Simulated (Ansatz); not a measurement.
NiTe (CsCl type, Pm-3m) under volume change, the program Ansatz at the PBE level (PAW), scaled uniformly.

```tsv
V (Å³/atom)	E − E(relaxed) (meV/atom)	P (GPa)
16.462	54.3	11.64
17.005	22.7	7.11
17.548	5.3	3.25
18.090	0.0	0.00
18.633	4.7	-2.71
19.176	17.8	-4.95
19.719	37.9	-6.82
```

**Question.** What does a third-order Birch–Murnaghan fit give for V₀, B₀ and B′?

**Answer.** V₀ = 18.09 Å³/atom, B₀ = 98.0 GPa, B′ = 4.9.

The start of the workflow was typed in or built on a structure type; neither database checked (COD, Materials Project) lists it. COD files the formula under space group No. 194, so this cell is another polymorph or a model. Whether it is the stable phase at ambient conditions was not checked. The cell was relaxed with PBE under the symmetry of its start; its stability against distortions is not shown here. The workflow began spin-polarised and lost its moments. Its formation energy is positive at this level, so the cell may be metastable or incomplete. Spin–orbit coupling is left out wherever it is not named.

Potentials: the later of the program's two PAW sets.
